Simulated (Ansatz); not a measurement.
Relaxed-ion elastic tensor of MnAu (CsCl type, space group No. 221) in GPa (Voigt order), DFT-PBEsol in the program Ansatz with PAW potentials; density 13.54 g/cm³, 15.45 Å³ per atom.

```csv
,1,2,3,4,5,6
1,138,135,135,0.0,0.0,0.0
2,135,138,135,0.0,0.0,0.0
3,135,135,138,0.0,0.0,0.0
4,0.0,0.0,0.0,92.9,0.0,0.0
5,0.0,0.0,0.0,0.0,92.9,0.0
6,0.0,0.0,0.0,0.0,0.0,92.9
```

### Question
Is the crystal mechanically stable?

### Answer
Yes: the smallest eigenvalue of C is 3.0 GPa.

### Question
Work out the Voigt and Reuss bounds. Is their mean of use?

### Answer
K_V = 136, K_R = 136; G_V = 56.4, G_R = 3.7 GPa. The bounds lie so far apart that a Hill average or a Debye temperature from it would say little.

Space group Pm-3m (CsCl type). The workflow started from a Materials Project entry (that database holds measured and hypothetical structures alike); the Crystallography Open Database copy checked does not list it. With Mn and Au taken as one species the cell has the higher symmetry Im-3m, so it may be an ordered model of a mixed-site phase. Whether it is the stable phase at ambient conditions was not checked. The PBEsol relaxation kept the symmetry of its start, as lowered by the spin order; its stability against distortions is not shown here. Magnetic state: antiferromagnetic, chosen from 4 collinear starts compared on coarse meshes (ties went to the first, and starts can fall back to one state), not a proven ground state. As this level gives no gap, shear constants depend on the k-mesh and smearing (Fermi–Dirac, 0.1 eV here). Scalar-relativistic: spin–orbit coupling is off unless named, which matters more the heavier the elements.

Potentials: the later of the program's two PAW sets.
